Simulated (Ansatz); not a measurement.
## Zincblende alloy of GaAs and InAs (28 of 32 Ga sites exchanged), 64 atoms

Ansatz, PAW, plane waves. PBEsol relaxation of volume and atoms (shape held) at the single k point (¼, ¼, ¼) without its symmetry partners; single points on the relaxed atoms at the Γ point alone, onto which points of the small cell's zone fold. Arrangement: quasirandom. No spin–orbit coupling unless named.

Relaxed structure:

```
In Ga As
1.0
    12.06591    0.00000    0.00000
     0.00000   12.06591    0.00000
     0.00000    0.00000   12.06591
In Ga As
28 4 32
Cartesian
  0.0034 12.0361 0.0242
  12.0368 12.0053 6.0052
  12.0414 6.0818 6.0085
  6.0381 0.0024 0.0051
  6.0584 12.0358 6.0368
  6.0314 6.0304 12.0631
  2.9925 3.0476 0.0078
  3.0490 3.0385 6.0419
  2.9617 9.0207 0.0351
  3.0151 9.0195 6.0046
  9.0776 3.0368 0.0097
  9.0260 3.0477 6.0394
  9.1004 9.0244 0.0300
  2.9901 12.0239 3.0248
  3.0174 0.0043 9.0502
  2.9875 6.0644 3.0215
  3.0234 6.0382 9.0576
  9.0855 12.0182 3.0527
  9.0562 12.0241 9.0243
  9.0769 6.0822 3.0455
  9.0547 6.0642 9.0200
  0.0040 3.0470 2.9940
  0.0087 3.0383 9.0843
  12.0357 9.0189 9.0491
  6.0412 3.0362 3.0467
  6.0371 3.0470 9.0264
  6.0595 9.0244 3.0689
  6.0664 9.0202 8.9960
  12.0567 6.0524 0.0261
  6.0580 6.0523 6.0263
  9.0423 9.0138 5.9979
  12.0290 9.0137 3.0105
  1.5098 1.5015 1.5128
  1.4944 1.5041 7.5286
  1.3423 7.5311 1.5316
  1.5079 7.5365 7.5421
  7.5719 1.5022 1.5402
  7.5441 1.5023 7.5446
  7.5401 7.5363 1.5094
  7.5631 7.5310 7.3770
  4.5144 4.5384 1.5222
  4.6088 4.6251 7.4753
  4.5321 10.5233 1.5279
  4.5102 10.5453 7.5291
  10.6194 4.6201 1.4589
  10.5704 4.5353 7.5345
  10.6382 10.4794 1.5895
  10.4630 10.4342 7.4587
  4.5246 1.4759 4.5252
  4.5177 1.5368 10.5529
  4.5944 7.4589 4.5926
  4.5267 7.5573 10.5611
  10.5547 1.5376 4.5236
  10.5561 1.4765 10.5588
  10.5584 7.6896 4.5271
  10.6234 7.4593 10.6290
  1.5006 4.5354 4.5362
  1.4412 4.6256 10.6445
  1.4241 10.4337 4.4314
  1.4958 10.5450 10.5430
  7.4904 4.6202 4.5885
  7.5544 4.5377 10.5459
  7.6223 10.4782 4.6048
  7.5604 10.5222 10.5662
```

What are the mean bond lengths by pair (pairs within 1.2 times the sum of covalent radii, less contacts 15 % beyond the pair's median; cation–cation pairs of compounds aside; long ionic contacts are cut short by that bound)?

As–Ga 2.491 ± 0.012 Å (standard deviation, 16 bonds); As–In 2.631 ± 0.013 Å (standard deviation, 112 bonds).

What gap lies between the top filled and the lowest empty level in the single points?

HSE06 with spin–orbit coupling 0.40 eV (4.6 min on NVIDIA GB300).
